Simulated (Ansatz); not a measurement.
Given:

ScIr₂:
```
CELL_PARAMETERS angstrom
      0.00000     3.63736     3.63736
      3.63736     0.00000     3.63736
      3.63736     3.63736     0.00000
ATOMIC_POSITIONS crystal
  Sc 0.25000 0.25000 0.25000
  Sc 0.00000 0.00000 0.00000
  Ir 0.62500 0.12500 0.62500
  Ir 0.62500 0.62500 0.62500
  Ir 0.12500 0.62500 0.62500
  Ir 0.62500 0.62500 0.12500
```

This is the LDA-relaxed structure.

### Question
All from plane-wave PAW LDA (Ansatz code), unless another level is named. Give the density of states at the Fermi level.

### Answer
0.53 states/eV per atom (mean over ±0.08 eV).

### Question
Give the formation energy from the elements (no fitted shifts).

### Answer
-0.74 eV/atom.

Space group Fd-3m (cubic Laves (MgCu2 type)). The workflow started from a Materials Project entry (that database holds measured and hypothetical structures alike); the Crystallography Open Database files this formula in space group No. 227, but the cells were not matched. Its standing as an ambient phase is unchecked. Symmetry was held in the LDA relaxation. At this level the phase is dynamically unstable (imaginary phonons). No spin polarisation was allowed. The references are the lowest solids computed at this level, not always the standard phases. Scalar-relativistic: spin–orbit coupling is off unless named, which matters more the heavier the elements.

Potentials: the later of the program's two PAW sets.
